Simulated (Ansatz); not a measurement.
## Structure optimisation: zinc, dhcp

Computed with Ansatz, DFT, PBE, plane waves (420 eV) with PAW, scalar-relativistic.

k-point mesh 13×13×4, Fermi-Dirac smearing 0.1 eV, no spin polarisation. Cell and atoms relax.

Starting structure:

```
Zn
1.0
     2.78112    0.00000    0.00000
    -1.39056    2.40852    0.00000
     0.00000    0.00000    9.08313
Zn
4
Direct
  0.00000 0.00000 0.00000
  0.00000 0.00000 0.50000
  0.33333 0.66667 0.25000
  0.66667 0.33333 0.75000
```

Question: What cell does the relaxation end in?

Answer: P6_3/mmc with a = 2.658 Å, c = 9.940 Å (c/a = 3.740); 15.21 Å³ per atom against 15.21 at the start (0.0 %).

Question: How much energy does the relaxation gain?

Answer: 22.6 meV per atom.
